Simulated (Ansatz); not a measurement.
Input:

CoW:
```
CELL_PARAMETERS angstrom
      1.32813    -4.76934     0.00000
      1.32813     4.76934     0.00000
      0.00000     0.00000     4.03823
ATOMIC_POSITIONS crystal
  W  0.65720 0.34280 0.25000
  Co 0.92701 0.07299 0.25000
  W  0.34280 0.65720 0.75000
  Co 0.07299 0.92701 0.75000
```

This is the PBEsol-relaxed structure.

All from PBEsol (plane waves, PAW; program Ansatz), unless another level is named. Give the formation energy from the elements (no fitted shifts).

0.068 eV/atom.

And the density of states at the Fermi level?

1.3 states/eV per atom (mean over ±0.08 eV).

Space group Cmcm. The start of the workflow was typed in or built on a structure type; neither database checked (COD, Materials Project) lists it. Whether it is the stable phase at ambient conditions was not checked. Symmetry was held in the PBEsol relaxation; its stability against distortions is not shown here. The workflow began spin-polarised and lost its moments. The references are the lowest solids computed at this level, not always the standard phases. Scalar-relativistic: spin–orbit coupling is off unless named, which matters more the heavier the elements.

Potentials: the later of the program's two PAW sets.
